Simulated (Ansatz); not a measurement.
TaSiAs (space group P4/nmm)

```
CELL_PARAMETERS angstrom
      3.50170     0.00000     0.00000
      0.00000     3.50170     0.00000
      0.00000     0.00000     7.87156
ATOMIC_POSITIONS crystal
  Ta 0.50000 0.00000 0.25454
  Ta 0.00000 0.50000 0.74546
  Si 0.00000 0.00000 0.00000
  Si 0.50000 0.50000 0.00000
  As 0.50000 0.00000 0.61280
  As 0.00000 0.50000 0.38720
```

The slice is a (010) plane (indices of the conventional cell) through the point (0.000, 0.500, 0.387) (fractional), spanned by u = [100] and v = [001] in vectors of this cell: u (3.50 Å) and v (7.87 Å, at 90° to u). It covers one period; positions are fractions (u, v).

All values below come from r2SCAN (plane waves to 500 eV, PAW, scalar-relativistic; Ansatz, a program for electronic structure). k mesh 13×13×6. Inside the PAW spheres the values are not all-electron values, and peaks at nuclei hang on which shells count as valence. Spin-orbit coupling is left out, though Ta is heavy. TaSiAs is run without spin polarisation. TaSiAs was relaxed with its symmetry unable to fall.

Question: What is the valence density on the shortest Ta–Si line in this plane (2.66 Å), at its midpoint?

Answer: 0.40 e/Å³.

Question: The ELF has a maximum in the middle third of the Ta–Si line. Where, and how high?

Answer: 0.80, 1.7 Å from Ta.

Question: Sketch the electrostatic potential energy of an electron, from the cell's mean on this plane as a map.

Answer: 
```
|xxxxxxxx==%%%%%%==xxxxxx|
|xxxxxx  **%%%%%%**  xxxx|
|xxxx  ==##%%%%%%##==  xx|
|::--**##%%%%%%%%%%##**--|
|%%%%%%@@%%%%%%%%%%@@%%%%|
|@@@@@@@@%%######%%@@@@@@|
|@@@@@@##++::..::++##@@@@|
|@@@@##==xxxxxxxxxx==##@@|
|%%%%++  xxxxxxxxxx  ++%%|
|%%##--xxxxxxxxxxxxxx--##|
|%%##--xxxxxxxxxxxxxx--##|
|####==xxxxxxxxxxxxxx==##|
|==++==  xxxxxxxxxx  ==++|
|    ..::  xxxxxx  ::..  |
|xxxx    --======--    xx|
|xxxxxx  ::**##**::  xxxx|
|xxxxxxxx  **%%**  xxxxxx|
|xxxxxxxx  **%%**  xxxxxx|
|xxxxxxxx  **%%**  xxxxxx|
|xxxxxx  ::##%%##::  xxxx|
|xxxx    ++%%@@%%++    xx|
|    ::++##@@@@@@##++::  |
|====**##@@@@@@@@@@##**==|
|..--++##@@@@@@@@@@##++--|
|xxxx  ++%%@@@@@@%%++  xx|
|xxxxxx  **@@@@@@**  xxxx|
|xxxxxxxx==%%@@%%==xxxxxx|
|xxxxxxxx--%%@@%%--xxxxxx|
```
Scale: ten equal steps from 2.00 (start of ' ') to 10.53 (end of '@'), in the order ' .:-=+*#%@'. Values: electrostatic potential energy of an electron, from the cell's mean, in eV. The map has 12 points along u (two characters each, u = 0 at the left) and 28 along v (v = 0 in the bottom row). Points within 1 Å of a nucleus are blanked (x), as the pseudised field means little there. Values under 2 eV are set to 2. The zero, the cell's mean, hangs on the PAW cores.
